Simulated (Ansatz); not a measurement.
## Fitting the PBEsol energy curve of Sn3Se

```
Sn Se
1.0
     4.74188    0.00000    0.00000
     0.00000    4.74188    0.00000
     0.00000    0.00000    4.74188
Sn Se
3 1
Direct
  0.50000 0.50000 0.00000
  0.50000 0.00000 0.50000
  0.00000 0.50000 0.50000
  0.00000 0.00000 0.00000
```

The cell comes from a database or a generator and needn't be the stable form of this composition.

The cell was scaled at fixed shape and fractions and run with Ansatz, Ansatz PAW, cutoff 420 eV; PBEsol, k mesh 6 × 6 × 6 on the cell of 4 atoms, fermi-dirac occupations of 0.05 eV, no spin polarisation, no spin-orbit coupling. The potentials were made for PBE. Energies are those that the program minimises, any entropy of the smearing included. For a metal such a mesh isn't converged to the digits shown.

```tsv
V (Å³/atom)	energy over the lowest row (meV/atom)
25.0564	0.00
25.5895	0.47
26.1227	4.51
26.6558	11.79
27.1889	?
27.7220	34.72
28.2551	49.76
```

**Question.** Fit the third-order Birch-Murnaghan form, give V0, B0 and B′, and predict the energy left open.

**Answer.** With y = (V0/V)^(2/3), E = E0 + (9 V0 B0/16) [(y - 1)³ B′ + (y - 1)² (6 - 4y)]. Least squares through the rows shown give V0 = 25.2575 Å³/atom, E0 = -0.27 meV, B0 = 54.96 GPa (1 eV/Å³ = 160.218 GPa) and B′ = 4.30, with a largest miss of 0.01 meV. At V = 27.1889 the form with these constants gives 21.97 meV; the run gave 21.97 meV an atom.
